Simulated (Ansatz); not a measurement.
Bi₂Te₃:
```
Bi2Te3
1.0
    4.40859     0.00000     0.00000
   -2.20430     3.81795     0.00000
    0.00000     0.00000    11.01582
Bi Te
2 3
Direct
  0.33333   0.66667   0.18678
  0.66667   0.33333   0.81322
  0.00000   0.00000   0.00000
  0.33333   0.66667   0.65782
  0.66667   0.33333   0.34218
```

Relaxed with r²SCAN. Special points in fractions of this cell's reciprocal vectors: Γ (0.000, 0.000, 0.000); M (0.500, 0.000, 0.000); K (0.333, 0.333, 0.000); A (0.000, 0.000, 0.500); L (0.500, 0.000, 0.500); H (0.333, 0.333, 0.500).

Question: List the band energies nearest the valence-band maximum at these points for DFT-r²SCAN in the program Ansatz with PAW potentials.

Answer: In eV from the valence-band maximum; about four levels below and three above (degenerate sets whole), none deeper than 8.9 eV; points with the same levels are listed once.

```json
[
 {"k": "Γ", "below": "-1.24 -1.24 -0.55 -0.55 -0.01", "above": "1.01 1.47 1.47"},
 {"k": "M", "below": "-2.16 -1.49 -0.88 -0.69", "above": "1.38 2.40 2.83"},
 {"k": "K", "below": "-2.28 -2.28 -1.22 -0.94 -0.94", "above": "1.66 2.93 2.93"},
 {"k": "A", "below": "-1.03 -0.62 -0.62 -0.27", "above": "1.14 1.51 1.51"},
 {"k": "L", "below": "-1.81 -1.28 -0.75 -0.71", "above": "1.52 2.05 2.14"},
 {"k": "H", "below": "-2.79 -2.79 -1.52 -0.32 -0.32", "above": "2.30 2.30 2.35"}
]
```

Space group P-3m1 (La2O3 or Ni2Al3 type). A made-up cell: these elements were put on the sites of a structure type; neither database checked (COD, Materials Project) lists it. It is not the phase usual at ambient conditions (space group No. 166). Symmetry was held in the r²SCAN relaxation; its stability against distortions is not shown here. Scalar-relativistic: spin–orbit coupling is off unless named, which matters more the heavier the elements.

Potentials: the earlier of the program's two PAW sets.
